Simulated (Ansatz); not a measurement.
MgO (rock salt, space group No. 225), PBE (plane waves, PAW; program Ansatz). The conduction-band minimum lies at Γ, with 1 equivalent valley. Second derivatives d²E/dk² of the lowest band at one valley (eV·Å²), along Cartesian directions:

```json
[
 {"direction": "[100]", "d²E/dk²": "22.66"},
 {"direction": "[010]", "d²E/dk²": "22.66"},
 {"direction": "[001]", "d²E/dk²": "22.66"},
 {"direction": "[110]", "d²E/dk²": "22.66"},
 {"direction": "[101]", "d²E/dk²": "22.66"},
 {"direction": "[011]", "d²E/dk²": "22.66"}
]
```

Find the principal effective masses, the density-of-states mass and the conductivity mass.

Off-diagonal terms follow from H_xy = H[110] − (H_xx + H_yy)/2, and m*/mₑ = 7.620 eV·Å² over each eigenvalue: 0.34, 0.34, 0.34. One valley's DOS mass (m₁m₂m₃)^(1/3) = 0.34, conductivity mass 3/(Σ 1/mᵢ) = 0.34 mₑ.

What effective density of states Nc follows at 300 K for parabolic valleys?

Nc = 2.509e19 × 1 × (0.34)^(3/2) ≈ 5.0e18 cm⁻³.

Space group Fm-3m (rock salt). The cell was relaxed with PBE under the symmetry of its start.

Potentials: the later of the program's two PAW sets.

Edges and masses are those of Kohn–Sham bands, whose gap is no quasiparticle gap.
